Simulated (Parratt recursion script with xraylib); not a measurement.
Film thickness from reflectivity minima: Ru on SrTiO3

| layer, from the top | thickness (Å) | density (g/cm³) | rms roughness of its top face (Å) | δ (10⁻⁶) | β (10⁻⁶) |
|---|---|---|---|---|---|
| Ru | ? | 12.385 | 3.3 | ? | ? |
| SrTiO3 (substrate) | – | 5.086 | 2.6 | 6.228 | 0.1351 |

The refractive index is n = 1 − δ + iβ. Vacuum lies above.

Densities are inputs, not measurements. They were set from computed cells of the Materials Project: Ru from entry mp-33 (P6₃/mmc, 12.385 g/cm³); SrTiO3 from entry mp-5229 (Pm-3m, 5.086 g/cm³). A layer's crystal structure does not enter its constants, only its composition and density.

Method: specular X-ray reflectivity, Parratt recursion, Névot-Croce roughness, xraylib tables (Parratt recursion script with xraylib 4.3.0).

Photon energy 12.4 keV (λ = 0.9999 Å), s polarisation. The grazing angle θ is scanned from 0.05° to 2.6° in 900 evenly spaced points, and the curve is smoothed with a Gaussian of 0.004° full width. A minimum is a scan point below both neighbours, placed by a parabola through ln R at the three points.

All minima between 0.4 and 1.8°: θ = 0.492, 0.652, 0.825, 1.004, 1.187, 1.373, 1.559, 1.747°.

### Question
Find the film thickness d and the film's δ from the minima.

### Answer
sin²θ of the minima, in units of 10⁻⁶: 73.7, 129.5, 207.3, 307.0, 429.1, 574.1, 740.2, 929.4. For consecutive orders m, sin²θ = 2δ + (mλ/2d)², a straight line in m². The order of the first listed minimum is unknown, so try several:

```
first m  slope (10⁻⁶)  intercept (10⁻⁶)  rms residual (10⁻⁶)
-------  ------------  ----------------  -------------------
1               13.46              80.5                11.04
1.5             12.18              55.4                 4.99
2               11.11              29.4                 0.19
2.5             10.21               2.6                 4.19
3               9.441             −24.6                 7.75
```

The residual is least for first m = 2. Its slope gives d = λ/(2 slope^½) = 150.0 Å and its intercept δ = 14.7 × 10⁻⁶.

The run used d = 150 Å and δ = 14.39 × 10⁻⁶ (β = 0.5385 × 10⁻⁶), so the fit misses d by 0.0 Å and δ by 2 %. The spacing of the first two listed minima alone, with δ left out, gives λ/(2Δθ) = 179.0 Å, 19.4 % too high.
